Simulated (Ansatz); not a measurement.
The start is a relaxed Ge cell displaced along its unstable phonon at q = (½, 0, 0) of its primitive reciprocal cell (85i cm⁻¹), largest move 0.15 Å. The cell and all atomic positions are relaxed at zero pressure with r2SCAN (plane waves to 500 eV, PAW, scalar-relativistic; Ansatz, a first-principles code). The first steps use a coarse 7×14×14 k-mesh.

Input geometry:
```yaml
crystal:
  lattice:
    - [-3.33912, 3.33912, 3.33912]
    - [1.66956, -1.66956, 1.66956]
    - [1.66956, 1.66956, -1.66956]
  atoms:
    - { symbol: Ge, position: [0.00000, 0.04492, 0.04492] }
    - { symbol: Ge, position: [0.50000, 0.95508, 0.95508] }
```

### Question
Which atoms feel the largest initial force, and how large is it?

### Answer
0.14 eV/Å, on Ge1, Ge2 (atoms numbered as listed).

### Question
By how much does the energy per atom fall from start to end?

### Answer
0.18 eV/atom.

### Question
Does it find its way back to the structure it was made from?

### Answer
It does not go back: it reaches P6/mmm (No. 191), AFLOW prototype A_hP1_191_a (A_f, as in Sn), 0.20 eV/atom below the parent.

### Question
What band gap does the relaxed structure have at this level?

### Answer
Zero (metallic).

### Question
What does it relax into? Give the structure.

### Answer

```cif
data_Ge
_chemical_formula_sum 'Ge1'
_space_group_name_H-M_alt 'P6/mmm'
_space_group_IT_number 191
_space_group_name_Hall '-P 6 2'
_cell_length_a 2.85461
_cell_length_b 2.85461
_cell_length_c 2.64678
_cell_angle_alpha 90.000
_cell_angle_beta 90.000
_cell_angle_gamma 120.000
loop_
_atom_site_label
_atom_site_type_symbol
_atom_site_symmetry_multiplicity
_atom_site_Wyckoff_symbol
_atom_site_fract_x
_atom_site_fract_y
_atom_site_fract_z
_atom_site_occupancy
Ge1 Ge 1 a 0.00000 0.00000 0.00000 1
```

Final values are on a 19×19×17 k-mesh of the relaxed cell. No spin polarisation in the result.

The run could not lose the symmetry of its start, so the end can be a saddle point.

The relaxed structure here is a generated cell of Ge: the first start was made by placing the elements on the sites of a structure type, and the end was not matched to a known phase here, so it may be hypothetical. Known forms of Ge include space group No. 227.
